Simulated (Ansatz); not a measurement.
TiSb₂ in space group I4/mcm (No. 140; Sb on 8h, Ti on 4a) under volume change, r²SCAN (plane waves, PAW; program Ansatz), shape and atoms relaxed at each volume.

```
V (Å³/atom)  E − E(relaxed) (meV/atom)  P (GPa)
-----------  -------------------------  -------
20.381                            25.4     6.61
21.031                             6.0     3.03
21.682                             0.0     0.00
22.332                             5.4    -2.57
22.983                            20.4    -4.75
```

**Question.** What does a third-order Birch–Murnaghan fit give for V₀, B₀ and B′?

**Answer.** V₀ = 21.68 Å³/atom, B₀ = 92.9 GPa, B′ = 4.5.

The workflow started from an entry of the Crystallography Open Database (COD, 293 K). Its standing as an ambient phase is unchecked. The cell was relaxed with r²SCAN under the symmetry of its start; its stability against distortions is not shown here. The run is not spin-polarised. Spin–orbit coupling is left out wherever it is not named.

Potentials: the later of the program's two PAW sets.
